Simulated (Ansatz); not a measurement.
A generated cell, not matched to a known phase here, of Mg2Zr: Cmcm (No. 63), oS12; a = 4.550 Å, b = 13.118 Å, c = 4.477 Å, α = 90.00°, β = 90.00°, γ = 90.00°; Mg 4c (0.000, 0.084, 0.250); Mg 4c (0.000, 0.749, 0.250); Zr 4c (0.000, 0.419, 0.250). Method: PBE (plane waves to 420 eV, PAW, scalar-relativistic; Ansatz, a program for electronic structure). Element references, the lowest calculated here: Zr (P6₃/mmc), Mg (P6₃/mmc).

**Question.** What is the computed formation energy of this Cmcm form of Mg2Zr from the elements (PBE)?

**Answer.** 0.09 eV/atom.

**Question.** How does this cell stand against the other phases calculated?

**Answer.** It lies 0.09 eV/atom above their hull: Mg2Zr → 2 Mg + Zr (Zr P6₃/mmc, Mg P6₃/mmc) releases that much. A lower structure of this composition may exist.

Hull of the energies calculated here, no anion corrections, zero temperature, no zero-point energy; an uncalculated phase could lie lower. Values are rounded to 0.01 eV/atom. Not shown to be the ambient phase of their composition (a lower form may be missing, and a cell relaxed within its start's symmetry can be a saddle point): Mg2Zr (Cmcm). The compounds carry no spin polarisation.
